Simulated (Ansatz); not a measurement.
The start is a relaxed Ru cell displaced along its unstable phonon at q = (½, ½, 0) of its primitive reciprocal cell (265i cm⁻¹), largest move 0.15 Å. The cell and all atomic positions are relaxed at zero pressure with r2SCAN (plane waves to 500 eV, PAW, scalar-relativistic; Ansatz, a first-principles code). The first steps use a coarse 15×15×15 k-mesh.

Input geometry:
```
CELL_PARAMETERS angstrom
     -3.19798     3.19798     2.72763
      0.00000     0.00000     2.72763
      1.59899     1.59899    -1.36382
ATOMIC_POSITIONS crystal
  Ru 0.00000 0.46683 0.93367
  Ru 0.50000 0.53317 0.06633
```

Question: What pressure does the first self-consistent step give?

Answer: -4.0 GPa (negative: the cell is under tension).

Question: Which atoms feel the largest initial force, and how large is it?

Answer: 2.04 eV/Å, on Ru1, Ru2 (atoms numbered as listed).

Question: Does it find its way back to the structure it was made from?

Answer: It does not go back: it reaches P6₃/mmc (No. 194), hcp (Mg type), 0.59 eV/atom below the parent.

Question: How do the shortest distances between atoms change?

Answer: The closest pairs of elements (up to four, under 3.6 Å), start → end: Ru–Ru 2.64 → 2.64 Å.

Question: What band gap does the relaxed structure have at this level?

Answer: Zero (metallic).

Question: Write out the relaxed structure.

Answer: 
Space group P6₃/mmc (No. 194); a = 2.705 Å, b = 2.705 Å, c = 4.260 Å, α = 90.00°, β = 90.00°, γ = 120.00°

```
atom  site  symmetry       x       y       z
----  ----  --------  ------  ------  ------
Ru      2d      -6m2  0.6667  0.3333  0.2500
```

Final values are on a 20×20×11 k-mesh of the relaxed cell. No spin polarisation in the result.

The run could not lose the symmetry of its start.

Of the parent cell (I4/mmm (No. 139)): it is a generated cell of Ru: the first start was made by placing the elements on the sites of a structure type, and the end was not matched to a known phase here, so it may be hypothetical. Known forms of Ru include space group No. 194.
